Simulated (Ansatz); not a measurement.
**Is this Ta₂B₂O structure a true minimum?**

The structure comes from a generated guess, relaxed at this level; another structure or a mixture of phases may lie lower.

The calculation used DFT PBE, scalar-relativistic, plane waves, PAW (Ansatz). Cutoff 420 eV; k points 12×12×12 on the computed 5-atom cell (Γ-centred); Gaussian smearing, width 0.10 eV; no spin polarisation.

The cell below (5 atoms, space group R-3m (No. 166)) is relaxed within its symmetry.

```cif
data_structure
_symmetry_space_group_name_H-M 'P 1'
_symmetry_Int_Tables_number 1
_cell_length_a 6.4386
_cell_length_b 6.4386
_cell_length_c 6.4386
_cell_angle_alpha 27.917
_cell_angle_beta 27.917
_cell_angle_gamma 27.917
_cell_volume 51.67
loop_
_atom_site_label
_atom_site_type_symbol
_atom_site_fract_x
_atom_site_fract_y
_atom_site_fract_z
_atom_site_occupancy
Ta1 Ta 0.41899 0.41899 0.41899 1
Ta2 Ta 0.58101 0.58101 0.58101 1
B1 B 0.16441 0.16441 0.16441 1
B2 B 0.83559 0.83559 0.83559 1
O1 O 0.00000 0.00000 0.00000 1
```

For the test a repeat of it with 10 atoms (edges 3.11, 5.38, 6.44 Å) was strained at random (σ = 1.5 % a component), the atoms were moved at random (σ = 0.15 Å), and all was relaxed again on a coarse 8×4×8 mesh (in the run’s order of axes) with 0.20 eV smearing, with no symmetry imposed.

Spin–orbit coupling, which can matter for Ta, is left out.

Task: Does it come back?

Result: It doesn't return. The energy falls by 66 meV/atom on that mesh, the volume changes by -0.2 %, and the end has space group P-1 (No. 2) at a loose tolerance. Relaxed again on a 10×6×6 mesh with 0.10 eV smearing, the new structure lies 61 meV/atom below the first (mesh in the axes of the run's cell; the cell below is made exact in the group named). Space group P-1 (No. 2), triclinic, a = 3.031 Å, b = 5.576 Å, c = 6.481 Å, α = 105.0°, β = 102.3°, γ = 90.5°. Ta on its first site is surrounded by 2 O at 2.19–2.22 Å, 6 B at 2.38–2.45 Å, 7 Ta at 3.03–3.26 Å and 1 O at 3.15 Å; around Ta on its second site lie 2 O at 2.19–2.25 Å, 6 B at 2.38–2.46 Å, 1 O at 2.39 Å and 7 Ta at 3.03–3.26 Å; B on its first site has 3 B at 1.76–1.83 Å and 6 Ta at 2.38–2.46 Å; around O lie 4 Ta at 2.19–2.25 Å, 1 Ta at 2.39 Å and 2 O at 2.42–2.49 Å; 1 more site not described.

Space group P-1 (No. 2). a = 3.031 Å, b = 5.576 Å, c = 6.481 Å, α = 105.03°, β = 102.29°, γ = 90.46°
| atom | site | symmetry | x | y | z |
| --- | --- | --- | --- | --- | --- |
| Ta | 2i | 1 | 0.3816 | 0.9315 | 0.7372 |
| Ta | 2i | 1 | 0.8849 | 0.4138 | 0.7436 |
| B | 2i | 1 | 0.9973 | 0.8346 | 0.9941 |
| B | 2i | 1 | 0.5020 | 0.3254 | 0.0027 |
| O | 2i | 1 | 0.7817 | 0.6792 | 0.5435 |
